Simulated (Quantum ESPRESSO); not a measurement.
# Planted mistakes on one cell of Si3O4NF

The results below are calculated, not measured. They come from pw.x of Quantum ESPRESSO 7.5, a plane-wave density functional program, with PseudoDojo standard norm-conserving files (v0.5 for PBE, v0.4.1 for LDA and PBEsol). The cells are made up: elements, strain and atom displacements were drawn at random, and nothing was relaxed. There is no spin polarisation, spin-orbit coupling or dispersion term.

The cell has 9 sites of a quartz lattice. Sites 1 to 3 hold Si Si Si; sites 4 to 9 hold O N O O O F. Cell vectors in Å: (4.845, -0.036, -0.069); (-2.453, 4.337, -0.039); (-0.076, -0.093, 5.432). Settings: PBE, cutoff 1143 eV, 5 x 5 x 4 k mesh shifted by half a step, Fermi-Dirac smearing of 0.025 eV.

The intended run has a self-consistency threshold of 1e-07 eV, a smearing term of 0.000 eV, a pressure of 20.45 GPa and 11 iterations. Each further run changes one thing: all lengths scaled by 0.9876; atoms of sites 8 and 9 exchanged; cutoff 809 eV; files of PBEsol; one electron added; smearing 0.39 eV; threshold 0.8 eV. A coarse mesh keeps the shift, and a charged cell sits in a uniform background.

| run | change of free energy (eV) | smearing term -TS (eV) | change of P (GPa) | largest change of a force component (eV/Å) | iterations |
| --- | --- | --- | --- | --- | --- |
| A | 8.341 | -0.004 | 22.68 | 3.399 | 11 |
| B | 8.692 | 0.000 | -3.31 | 0.249 | 11 |
| C | -1.237 | 0.000 | -0.15 | 6.747 | 12 |
| D | 0.650 | 0.000 | 9.23 | 0.808 | 12 |
| E | -0.045 | -0.189 | 0.53 | 0.311 | 12 |
| F | 0.803 | 0.000 | -8.29 | 0.022 | 11 |
| G | 0.013 | 0.000 | 0.08 | 0.415 | 5 |

A rerun of the intended cell at 1437 eV and k mesh 7 x 7 x 6 moved values by no more than 0.002 eV in the cell's energy, 0.02 GPa in stress and 0.003 eV/Å in force.

Question: which change belongs to which run?

## Worked reading

Run G has the fewest iterations, as a run stopped early does. Run E has the largest smearing term, as wide smearing gives. Run F has a higher energy and the largest fall in pressure, as too small a basis gives. Run D changes the volume by a factor of 0.9633; minus its pressure change over the logarithm of that factor, 247 GPa, is a rough bulk modulus with clamped atoms. Energies from files of another functional, or of a charged cell, have another zero and say nothing on stability; the pressure of a charged cell rests on the program's zero of potential too.

## Key

```
run,change
A,one electron added
B,files of PBEsol
C,atoms of sites 8 and 9 exchanged
D,all lengths scaled by 0.9876
E,smearing 0.39 eV
F,cutoff 809 eV
G,threshold 0.8 eV
```